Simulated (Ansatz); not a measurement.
**KNiF₃: a fit and a missing row**

KNiF₃, Pm-3m, a = 4.001 Å. The structure is a COD entry; whether it is the stable form wasn't checked. Ansatz: PBEsol, PAW, 420 eV, Γ-centred 10×10×10 mesh on 5 atoms, Gaussian smearing 0.02 eV; collinear spin, largest moment 1.7 μB. Symmetry fixes shape and atoms, so the cell is only scaled; pressure is positive in compression.

| V (Å³/atom) | P (GPa) |
| --- | --- |
| 11.270 | 14.83 |
| 11.654 | 10.12 |
| 12.038 | 6.16 |
| 12.422 | 2.84 |
| 12.807 | 0.04 |
| 13.191 | -2.32 |
| 13.575 | ? |
| 14.087 | -6.46 |

**Question.** Take V0 = 12.807 Å³/atom, count pressures from its P0 = 0.04 GPa, fit the third-order Birch–Murnaghan form to the other rows, and predict the missing pressure.

**Answer.** With the Eulerian strain f = ½[(V0/V)^(2/3) − 1] and y = (P − P0)/[3f(1 + 2f)^(5/2)], the form is the line y = B0 + 1.5 B0 (B0′ − 4) f. Rows (f, y): 0.04448, 89.6; 0.03246, 88.5; 0.02107, 87.3; 0.01028, 86.3; -0.00975, 84.8; -0.03077, 82.5. Means f = 0.01130, y = 86.500; Σ(Δf)² = 0.003858, ΣΔfΔy = 0.3573; the slope is their ratio. y = 85.45 + 92.60 f GPa, so B0 = 85.5 GPa and B0′ = 4 + 2 × (92.60)/(3 × 85.45) = 4.72. At V = 13.575, f = -0.01904, y = 83.69 and P = -4.30 GPa. The run gave -4.30 GPa, the same to the digits shown.

The cell holds one magnetic atom, so it can only be ferromagnetic; an antiferromagnetic order may lie lower.

Symmetry holds off the tilts and polar distortions that many cubic perovskites undergo.